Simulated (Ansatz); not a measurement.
## Zn₃S₂O₉: 67Zn nuclear quadrupole resonance

Cell: a structure deposited in the COD, ions relaxed with PBE at fixed cell.

Space group P2_1/m (No. 11); a = 7.3649, b = 6.6900, c = 7.8510 Å, β = 117.21°.

| site | Wyckoff | site symmetry | x | y | z |
| --- | --- | --- | --- | --- | --- |
| Zn1 | 2a | -1 | 0.0000 | 0.5000 | 0.0000 |
| Zn3 | 2e | m | 0.1235 | 0.7500 | 0.7436 |
| Zn5 | 2e | m | 0.3871 | 0.7500 | 0.2330 |
| S7 | 2e | m | 0.5446 | 0.7500 | 0.7048 |
| S9 | 2e | m | 0.8396 | 0.7500 | 0.2920 |
| O11 | 2e | m | 0.1194 | 0.2500 | 0.5043 |
| O13 | 2e | m | 0.1237 | 0.7500 | 0.9959 |
| O15 | 2e | m | 0.5964 | 0.2500 | 0.2085 |
| O17 | 2e | m | 0.5796 | 0.2500 | 0.5053 |
| O19 | 4f | 1 | 0.3202 | 0.0699 | 0.2277 |
| O23 | 4f | 1 | 0.0695 | 0.0703 | 0.7531 |
| O27 | 2e | m | 0.6150 | 0.7500 | 0.1726 |

One atom of each set is listed.

Method: Kohn–Sham DFT in Ansatz, PBE, plane waves and PAW, scalar-relativistic, 420 eV cutoff, Γ-centred 4×4×3 k-points, Fermi–Dirac smearing 0.02 eV.

67Zn: I = 5/2, Q = 122.0 mb (year-2017 value). Static lattice, zero field.

Question: At which frequencies do the 67Zn NQR lines lie?

Answer: For I = 5/2 and η = 0 the lines are 3|C_Q|/20 and twice that; η pulls their ratio below 2. At large η the states mix, and weaker lines appear at sums of the main ones; lines under 5 % of the strongest are left out.

| site | atoms | V_zz (10²¹ V/m²) | C_Q (MHz) | η | line frequencies (MHz) |
| --- | --- | --- | --- | --- | --- |
| Zn1 | 2 | -13.47 | -39.7 | 0.01 | 5.96, 11.9 |
| Zn3 | 2 | 4.52 | 13.3 | 0.86 | 3.22, 3.61, 6.83 |
| Zn5 | 2 | 4.25 | 12.6 | 0.83 | 2.97, 3.41, 6.38 |
